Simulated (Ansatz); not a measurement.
## Lu (hcp)

Level of theory: DFT, LDA, scalar-relativistic, no spin polarisation; plane waves to 420 eV with PAW datasets (Ansatz 0.2.0), Γ-centred 14×14×8 mesh, 0.05 eV Gaussian smearing. The datasets are Ansatz's generated set soft_2.

```cif
data_structure
_symmetry_space_group_name_H-M 'P 1'
_symmetry_Int_Tables_number 1
_cell_length_a 3.3837
_cell_length_b 3.3837
_cell_length_c 5.2377
_cell_angle_alpha 90.000
_cell_angle_beta 90.000
_cell_angle_gamma 120.000
_cell_volume 51.93
loop_
_atom_site_label
_atom_site_type_symbol
_atom_site_fract_x
_atom_site_fract_y
_atom_site_fract_z
_atom_site_occupancy
Lu1 Lu 0.33333 0.66667 0.75000 1
Lu2 Lu 0.66667 0.33333 0.25000 1
```

Q: Which orbitals carry the states at the Fermi level, and how many states are there?

A: Within 0.1 eV of it: Lu 5d 93 % (shares among the projected shells). The density of states at the Fermi level is about 3.1 states/eV per cell, averaged over 0.3 eV.

Density of states (tetrahedra, averaged over 0.4 eV; states/eV per cell of 2 atoms; energy in eV from the Fermi level):

```csv
E (eV),DOS
-6.45,0.0
-6.05,0.1
-5.65,0.2
-5.25,0.2
-4.85,70.1
-4.45,0.4
-4.05,0.4
-3.65,0.5
-3.25,0.6
-2.85,0.9
-2.45,1.4
-2.05,1.3
-1.65,1.4
-1.25,1.5
-0.85,1.7
-0.45,2.3
-0.05,3.0
0.35,2.4
0.75,1.4
1.15,2.0
1.55,3.8
1.95,3.1
2.35,3.2
2.75,2.5
3.15,1.3
```

Scalar-relativistic only: spin–orbit splittings of the heavy atoms' levels are missing. The relaxed cell is 13 % smaller in volume than the cell of this structure in the Crystallography Open Database (29.70 Å³/atom, 1969).
